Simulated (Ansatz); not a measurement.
InAs (CsCl type, space group No. 221), PBE (plane waves, PAW; program Ansatz), all energies at zero smearing, with the estimated change up to a 700 eV cutoff added, with one set of potentials and settings (totals compare only within such a set). Cell of 2 atoms (1 In, 1 As): -10453.619 eV.

```json
[
 {"element": "In", "reference phase": "I4/mmm, 1 atoms in the cell", "E (eV/atom)": "-5597.8481"},
 {"element": "As", "reference phase": "R-3m, 2 atoms in the cell", "E (eV/atom)": "-4856.1377"}
]
```

Formation energy per atom, worked out: (-10453.619 − 1×(-5597.8481) − 1×(-4856.1377))/2 = 0.183 eV/atom (18 kJ per mol of atoms), at 0 K, without zero-point energy or fitted corrections.

Space group Pm-3m (CsCl type). The cell is a constructed one: a structure type filled with these elements; neither database checked (COD, Materials Project) lists it. It is not the phase usual at ambient conditions (space group No. 216). The cell was relaxed with PBE under the symmetry of its start; its stability against distortions is not shown here. The references are the lowest solids computed at this level, not always the standard phases.

Potentials: the later of the program's two PAW sets.
